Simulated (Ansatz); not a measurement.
MoPt (rock salt, Fm-3m) under volume change, PBEsol (plane waves, PAW; program Ansatz), scaled uniformly.

| V (Å³/atom) | E − E(relaxed) (meV/atom) | P (GPa) |
|---|---|---|
| 15.829 | 115.6 | 25.81 |
| 16.351 | 48.4 | 15.73 |
| 16.873 | 11.4 | 7.20 |
| 17.394 | 0.0 | 0.00 |
| 17.916 | 10.2 | -6.08 |
| 18.438 | 38.6 | -11.20 |
| 18.960 | 82.2 | -15.50 |

Q: What does a third-order Birch–Murnaghan fit give for V₀, B₀ and B′?

A: V₀ = 17.39 Å³/atom, B₀ = 220 GPa, B′ = 4.6.

The start of the workflow was typed in or built on a structure type; neither database checked (COD, Materials Project) lists it. Its standing as an ambient phase is unchecked. The cell was relaxed with PBEsol under the symmetry of its start; of distortions, only those at the zone centre were tested. No spin polarisation was allowed. Its formation energy is positive at this level, so the cell may be metastable or incomplete. Scalar-relativistic: spin–orbit coupling is off unless named, which matters more the heavier the elements.

Potentials: the earlier of the program's two PAW sets.
